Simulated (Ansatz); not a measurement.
An Ansatz (a quantum-chemistry and plane-wave program) run. Input:

Ansatz 0.2 input:
```yaml
crystal:
  lattice:
    - [3.1516459572, 0.0, 0.0]
    - [-1.5758229786, 2.7294054627, 0.0]
    - [0.0, 0.0, 5.1381848474]
  atoms:
    - { symbol: Ga, position: [0.6666666667, 0.3333333333, 0.4992976891] }
    - { symbol: Ga, position: [0.3333333333, 0.6666666667, 0.9992976891] }
    - { symbol: N, position: [0.6666666667, 0.3333333333, 0.8757023109] }
    - { symbol: N, position: [0.3333333333, 0.6666666667, 0.3757023109] }
kpoints:
  mp_grid: { grid: [10, 10, 6] }
hamiltonian:
  xc: lda
  pseudopotentials: { azcp: { folder: ./paw }, kind: paw }
scf:
  occupations: { method: fixed }
elastic: { mode: relaxed_ion, stencil: two_point, amplitude: 0.005, f_tol: 0.0005 }
output: { polarization: {} }
```

Output (shortened):

```
Pseudopotential: Ga, paw, valence charge 13
Pseudopotential: N, paw, valence charge 5
Functional definition: SPW92
Crystal: 4 atoms, lattice volume = 44.199 Å³
Basis set: ecut = 420 eV, 845 PW (Γ)
Bands: 22, of which v1, the nominal top of the filled ones, is band 18 counted from 1 (17 counted from 0)
Symmetry: 12 space group operations
Space group: P63mc (ITA 186), of the structure as read, at distance tolerance 3.5e-5 Å
k-points: 56 of 600 (time reversal used)
SCF 1 converged in 12 iterations: F = -8164.198044 eV  dr2 = 2.69e-14
Crystal: 4 atoms, lattice volume = 43.978 Å³
Symmetry: 4 space group operations
k-points: 124 of 600 (time reversal used)
SCF 2 converged in 11 iterations: F = -8164.196528 eV  dr2 = 1.21e-14
relax step   1: F+E_penalty+E_count = -8164.19652841 eV  Δ(F+E_penalty+E_count) = +0.000e0 eV  max|allowed force component| = 5.082e-2 eV/Å  Δτ_max = 0.0000 Å  (11 SCF iters, accepted)
Crystal: 4 atoms, lattice volume = 43.978 Å³
SCF 3 converged in 9 iterations: F = -8164.196659 eV  dr2 = 9.41e-15
relax step   2: F+E_penalty+E_count = -8164.19665935 eV  Δ(F+E_penalty+E_count) = -1.309e-4 eV  max|allowed force component| = 3.317e-2 eV/Å  Δτ_max = 0.0013 Å  (9 SCF iters, accepted)
Crystal: 4 atoms, lattice volume = 43.978 Å³
SCF 4 converged in 9 iterations: F = -8164.196766 eV  dr2 = 6.87e-14
relax step   3: F+E_penalty+E_count = -8164.19676564 eV  Δ(F+E_penalty+E_count) = -1.063e-4 eV  max|allowed force component| = 6.202e-3 eV/Å  Δτ_max = 0.0022 Å  (9 SCF iters, accepted)
Crystal: 4 atoms, lattice volume = 43.978 Å³
SCF 5 converged in 8 iterations: F = -8164.196772 eV  dr2 = 7.42e-14
relax step   4: F+E_penalty+E_count = -8164.19677158 eV  Δ(F+E_penalty+E_count) = -5.939e-6 eV  max|allowed force component| = 6.815e-4 eV/Å  Δτ_max = 0.0009 Å  (8 SCF iters, accepted)
Crystal: 4 atoms, lattice volume = 43.978 Å³
SCF 6 converged in 7 iterations: F = -8164.196772 eV  dr2 = 8.41e-15
relax step   5: F+E_penalty+E_count = -8164.19677176 eV  Δ(F+E_penalty+E_count) = -1.796e-7 eV  max|allowed force component| = 2.731e-5 eV/Å  Δτ_max = 0.0002 Å  (7 SCF iters, accepted)
Crystal: 4 atoms, lattice volume = 43.978 Å³
SCF 7 converged in 2 iterations: F = -8164.196772 eV  dr2 = 2.12e-15
Crystal: 4 atoms, lattice volume = 44.420 Å³
Basis set: ecut = 420 eV, 861 PW (Γ)
SCF 8 converged in 11 iterations: F = -8164.196548 eV  dr2 = 1.17e-14
relax step   1: F+E_penalty+E_count = -8164.19654802 eV  Δ(F+E_penalty+E_count) = +0.000e0 eV  max|allowed force component| = 4.818e-2 eV/Å  Δτ_max = 0.0000 Å  (11 SCF iters, accepted)
Crystal: 4 atoms, lattice volume = 44.420 Å³
SCF 9 converged in 9 iterations: F = -8164.196668 eV  dr2 = 1.04e-14
relax step   2: F+E_penalty+E_count = -8164.19666805 eV  Δ(F+E_penalty+E_count) = -1.200e-4 eV  max|allowed force component| = 3.139e-2 eV/Å  Δτ_max = 0.0013 Å  (9 SCF iters, accepted)
Crystal: 4 atoms, lattice volume = 44.420 Å³
SCF 10 converged in 9 iterations: F = -8164.196769 eV  dr2 = 3.73e-14
relax step   3: F+E_penalty+E_count = -8164.19676944 eV  Δ(F+E_penalty+E_count) = -1.014e-4 eV  max|allowed force component| = 3.195e-3 eV/Å  Δτ_max = 0.0017 Å  (9 SCF iters, accepted)
Crystal: 4 atoms, lattice volume = 44.420 Å³
SCF 11 converged in 8 iterations: F = -8164.196771 eV  dr2 = 2.85e-14
relax step   4: F+E_penalty+E_count = -8164.19677100 eV  Δ(F+E_penalty+E_count) = -1.560e-6 eV  max|allowed force component| = 3.000e-4 eV/Å  Δτ_max = 0.0004 Å  (8 SCF iters, accepted)
Crystal: 4 atoms, lattice volume = 44.420 Å³
SCF 12 converged in 2 iterations: F = -8164.196771 eV  dr2 = 6.85e-15
Crystal: 4 atoms, lattice volume = 43.978 Å³
SCF 13 converged in 11 iterations: F = -8164.196399 eV  dr2 = 1.58e-14
relax step   1: F+E_penalty+E_count = -8164.19639886 eV  Δ(F+E_penalty+E_count) = +0.000e0 eV  max|allowed force component| = 5.590e-2 eV/Å  Δτ_max = 0.0000 Å  (11 SCF iters, accepted)
Crystal: 4 atoms, lattice volume = 43.978 Å³
SCF 14 converged in 9 iterations: F = -8164.196520 eV  dr2 = 1.07e-14
relax step   2: F+E_penalty+E_count = -8164.19651995 eV  Δ(F+E_penalty+E_count) = -1.211e-4 eV  max|allowed force component| = 3.948e-2 eV/Å  Δτ_max = 0.0006 Å  (9 SCF iters, accepted)
Crystal: 4 atoms, lattice volume = 43.978 Å³
SCF 15 converged in 9 iterations: F = -8164.196642 eV  dr2 = 7.36e-14
relax step   3: F+E_penalty+E_count = -8164.19664159 eV  Δ(F+E_penalty+E_count) = -1.216e-4 eV  max|allowed force component| = 4.639e-4 eV/Å  Δτ_max = 0.0015 Å  (9 SCF iters, accepted)
Crystal: 4 atoms, lattice volume = 43.978 Å³
SCF 16 converged in 2 iterations: F = -8164.196642 eV  dr2 = 3.13e-14
Crystal: 4 atoms, lattice volume = 44.420 Å³
Basis set: ecut = 420 eV, 869 PW (Γ)
SCF 17 converged in 11 iterations: F = -8164.196428 eV  dr2 = 1.47e-14
relax step   1: F+E_penalty+E_count = -8164.19642756 eV  Δ(F+E_penalty+E_count) = +0.000e0 eV  max|allowed force component| = 5.018e-2 eV/Å  Δτ_max = 0.0000 Å  (11 SCF iters, accepted)
Crystal: 4 atoms, lattice volume = 44.420 Å³
SCF 18 converged in 9 iterations: F = -8164.196531 eV  dr2 = 2.24e-14
relax step   2: F+E_penalty+E_count = -8164.19653063 eV  Δ(F+E_penalty+E_count) = -1.031e-4 eV  max|allowed force component| = 3.586e-2 eV/Å  Δτ_max = 0.0006 Å  (9 SCF iters, accepted)
Crystal: 4 atoms, lattice volume = 44.420 Å³
SCF 19 converged in 9 iterations: F = -8164.196637 eV  dr2 = 6.01e-14
relax step   3: F+E_penalty+E_count = -8164.19663726 eV  Δ(F+E_penalty+E_count) = -1.066e-4 eV  max|allowed force component| = 4.111e-4 eV/Å  Δτ_max = 0.0015 Å  (9 SCF iters, accepted)
Crystal: 4 atoms, lattice volume = 44.420 Å³
SCF 20 converged in 2 iterations: F = -8164.196637 eV  dr2 = 2.68e-14
Crystal: 4 atoms, lattice volume = 44.199 Å³
Basis set: ecut = 420 eV, 853 PW (Γ)
Symmetry: 2 space group operations
k-points: 172 of 600 (time reversal used)
SCF 21 converged in 10 iterations: F = -8164.197660 eV  dr2 = 1.29e-14
relax step   1: F+E_penalty+E_count = -8164.19765968 eV  Δ(F+E_penalty+E_count) = +0.000e0 eV  max|allowed force component| = 2.942e-2 eV/Å  Δτ_max = 0.0000 Å  (10 SCF iters, accepted)
Crystal: 4 atoms, lattice volume = 44.199 Å³
SCF 22 converged in 8 iterations: F = -8164.197692 eV  dr2 = 5.59e-14
relax step   2: F+E_penalty+E_count = -8164.19769209 eV  Δ(F+E_penalty+E_count) = -3.242e-5 eV  max|allowed force component| = 2.035e-2 eV/Å  Δτ_max = 0.0003 Å  (8 SCF iters, accepted)
Crystal: 4 atoms, lattice volume = 44.199 Å³
SCF 23 converged in 9 iterations: F = -8164.197722 eV  dr2 = 2.22e-14
relax step   3: F+E_penalty+E_count = -8164.19772212 eV  Δ(F+E_penalty+E_count) = -3.003e-5 eV  max|allowed force component| = 1.132e-4 eV/Å  Δτ_max = 0.0008 Å  (9 SCF iters, accepted)
Crystal: 4 atoms, lattice volume = 44.199 Å³
SCF 24 converged in 2 iterations: F = -8164.197722 eV  dr2 = 9.20e-15
Crystal: 4 atoms, lattice volume = 44.199 Å³
SCF 25 converged in 10 iterations: F = -8164.197660 eV  dr2 = 4.03e-14
relax step   1: F+E_penalty+E_count = -8164.19765968 eV  Δ(F+E_penalty+E_count) = +0.000e0 eV  max|allowed force component| = 2.942e-2 eV/Å  Δτ_max = 0.0000 Å  (10 SCF iters, accepted)
Crystal: 4 atoms, lattice volume = 44.199 Å³
SCF 26 converged in 8 iterations: F = -8164.197692 eV  dr2 = 5.59e-14
relax step   2: F+E_penalty+E_count = -8164.19769209 eV  Δ(F+E_penalty+E_count) = -3.242e-5 eV  max|allowed force component| = 2.035e-2 eV/Å  Δτ_max = 0.0003 Å  (8 SCF iters, accepted)
Crystal: 4 atoms, lattice volume = 44.199 Å³
SCF 27 converged in 9 iterations: F = -8164.197722 eV  dr2 = 2.20e-14
relax step   3: F+E_penalty+E_count = -8164.19772212 eV  Δ(F+E_penalty+E_count) = -3.003e-5 eV  max|allowed force component| = 1.132e-4 eV/Å  Δτ_max = 0.0008 Å  (9 SCF iters, accepted)
Crystal: 4 atoms, lattice volume = 44.199 Å³
SCF 28 converged in 2 iterations: F = -8164.197722 eV  dr2 = 9.25e-15
SCF converged after 12 iterations
Free energy (F): -8164.198044 eV
Harris-Foulkes:  -8164.198044 eV  (|F-HF|=1.82e-12)
Internal energy: -8164.198044 eV  (E = F + TS)
E sigma→0 (E₀):  -8164.198044 eV
Fermi energy:    9.828167 eV
--- Per-component energies (eV) ---
  E_band       = -9.220333
  E_kinetic    = 483.748995
  E_local      = -2787.154875  (includes V_loc(G=0)·N_el)
  E_nonlocal   = -103.461675
  E_hartree    = 1770.387857
  E_xc         = -243.694227
  E_vxc        = -262.891289  (∫ρ·V_xc dr)
  E_paw        = -4078.925698  (= ΣΔE_a)
  E_vpaw       = -880.238505  (= ΣTr[D̂ρ^β])
  E_aug_tail   = 0.001302  (compensation charges beyond the density's cutoff)
  E_ewald      = -3208.716774
  E_core_change = 3.617051  (= ΣΔE_core)
  E_smearing   =  0.000000  (= −TS)
  E_closure    = 0.000000  (closes the sum)
  Σ components = -8164.198044   (vs F -8164.198044, Δ=0.00e0)
--- Forces (eV/Å), atoms counted from 1 ---
  atom   1  Ga     0.00000000     0.00000000     0.00014614
  atom   2  Ga     0.00000000     0.00000000     0.00014614
  atom   3  N      0.00000000     0.00000000    -0.00014757
  atom   4  N      0.00000000     0.00000000    -0.00014757
  max |Σ_I F_I| component: 2.85e-6 eV/Å
--- Stress (GPa, compression-positive) ---
        0.001049       0.000000       0.000000
        0.000000       0.001049       0.000000
        0.000000       0.000000       0.008427
  P = ⅓ Tr σ = 0.0035 GPa (0.035 kbar)
--- Band table (eV; the first three rows and the last of 56) ---
  k-point 0: bands = ["-6.3178", "-5.3535", "-3.7933", "-3.7763", "-3.7763", "-3.7101", "-3.7101", "-3.5009", "-3.5009", "-3.3933", "-3.3933", "-2.0204", "2.4703", "8.7437", "8.7437", "9.7753", "9.8282", "9.8282", "11.9628", "14.2042", "19.0462", "19.7433"]
  k-point 1: bands = ["-6.2311", "-5.3838", "-3.7749", "-3.7749", "-3.7713", "-3.7172", "-3.7172", "-3.4909", "-3.4909", "-3.3980", "-3.3980", "-2.3449", "3.0261", "8.8130", "8.8130", "8.9835", "9.7520", "9.7520", "12.6111", "14.2608", "18.8521", "19.7760"]
  k-point 2: bands = ["-6.0000", "-5.4947", "-3.7683", "-3.7683", "-3.7348", "-3.7348", "-3.6771", "-3.4661", "-3.4661", "-3.4127", "-3.4127", "-2.9528", "4.3228", "7.5225", "9.0045", "9.0045", "9.5470", "9.5470", "13.5884", "14.3582", "18.4446", "18.8548"]
  k-point 55: bands = ["-5.1783", "-5.1783", "-3.6565", "-3.6565", "-3.6257", "-3.6257", "-3.4913", "-3.4913", "-3.4395", "-3.4395", "-1.5767", "-1.5767", "3.4415", "3.4415", "5.5831", "5.5831", "8.2358", "8.2358", "16.0900", "16.0900", "17.3556", "17.3556"]
--- Elastic constants: 3 strain directions × 2 members + reference (group order 12) ---
  dense FFT box of the reference and of every strained cell: 24×24×36
  strains applied: 11, 33, 23; error gains …
  C = ∂σ_k/∂η_j (tension-positive GPa; Voigt order 11 22 33 23 13 12):
       367.344    138.266    100.226      0.000      0.000      0.000
       138.266    367.344    100.226      0.000      0.000      0.000
       100.254    100.254    409.842      0.000      0.000      0.000
         0.000      0.000      0.000     96.637      0.000      0.000
         0.000      0.000      0.000      0.000     96.637      0.000
         0.000      0.000      0.000      0.000      0.000    114.539
  reference stress σ⁰ (GPa):     -0.001     -0.001     -0.008      0.000      0.000      0.000
  moduli (Voigt/Reuss/Hill, GPa): K = 202.45/202.44/202.44   G = 115.28/111.99/113.63   E = 287.17   ν = 0.264
  mechanically stable: yes (min eigenvalue of sym C = 96.64 GPa)
  e, the proper piezoelectric tensor (elastic.mode: relaxed_ion; C/m²; rows x y z; Voigt order 11 22 33 23 13 12):
       0.00000    0.00000    0.00000    0.00000   -0.32520    0.00000
       0.00000    0.00000    0.00000   -0.32520    0.00000    0.00000
      -0.46709   -0.46709    0.81912    0.00000    0.00000    0.00000
  ±, each entry's uncertainty from the finite density of the strings (C/m²), an estimate: the size of the correction for it that the entry includes:
       0.00000    0.00000    0.00000    0.00000    0.00331    0.00000
       0.00000    0.00000    0.00000    0.00331    0.00000    0.00000
       0.00288    0.00288    0.00292    0.00000    0.00000    0.00000
  strain η (Voigt 11):  stress-route row diagonal C_11 = 367.34 GPa, energy-path curvature d²(F+E_count+ΔE)/dδ²/Ω₀ = 367.52 GPa
         δ    σ_11 (GPa)             F (eV)   n_scf  n_hpsi   n_pw
    -5.000e-3      -1.8570       -8164.1967718       2   22469    872   relax 5 steps, max|allowed force component| 2.73e-5 eV/Å
     5.000e-3       1.8164       -8164.1967710       2   23190    877   relax 4 steps, max|allowed force component| 3.00e-4 eV/Å
  strain η (Voigt 33):  stress-route row diagonal C_33 = 409.84 GPa, energy-path curvature d²(F+E_count+ΔE)/dδ²/Ω₀ = 409.82 GPa
         δ    σ_33 (GPa)             F (eV)   n_scf  n_hpsi   n_pw
    -5.000e-3      -2.0721       -8164.1966416       2    9911    872   relax 3 steps, max|allowed force component| 4.64e-4 eV/Å
     5.000e-3       2.0263       -8164.1966373       2    9919    880   relax 3 steps, max|allowed force component| 4.11e-4 eV/Å
  strain η (Voigt 23):  stress-route row diagonal C_44 = 96.64 GPa, energy-path curvature d²(F+E_count+ΔE)/dδ²/Ω₀ = 96.62 GPa
         δ    σ_23 (GPa)             F (eV)   n_scf  n_hpsi   n_pw
    -5.000e-3      -0.4832       -8164.1977221       2   30474    874   relax 3 steps, max|allowed force component| 1.13e-4 eV/Å
     5.000e-3       0.4832       -8164.1977221       2   30473    874   relax 3 steps, max|allowed force component| 1.13e-4 eV/Å
--- Formal polarisation (Berry phase): one branch of a lattice of values; only differences between neighbouring runs are physical ---
  axis  mesh            electronic          ionic      p = total  spread (rad)  least overlap  resolved gap  δp at fixed H ≤   (phases in cycles; p mod 1 …
  b1    10×10×6         0.00000000    18.00000000    18.00000000      0.000000         0.8997        2.1346           4.7e-6
  b2    10×10×6         0.00000000    18.00000000    18.00000000      0.000000         0.8997        2.1346           4.7e-6
  b3    10×10×6         0.99512957    25.73876303    26.73389260      0.156043         0.9047        2.1346           2.8e-6
  quantum along a1:   0.07130537 e/Å² =   114.243793 µC/cm²
  quantum along a2:   0.07130537 e/Å² =   114.243793 µC/cm²
  quantum along a3:   0.11625042 e/Å² =   186.253702 µC/cm²
  P = (  0.64174830,   1.11154067,   3.10782616) e/Å² = ( 1028.194136,  1780.884484,  4979.286454) µC/cm²  (mod the quanta)
```

Cost: very roughly 5 core-minutes on shared cores.

Space group P6_3mc (wurtzite). The cell was relaxed with LDA under the symmetry of its start. Spin–orbit coupling is left out wherever it is not named.

Potentials: the earlier of the program's two PAW sets. The files were generated under PBE; for other functionals the program regenerates the frozen cores, and for LDA and PBEsol the local potential too.

Ansatz is a plane-wave DFT program.
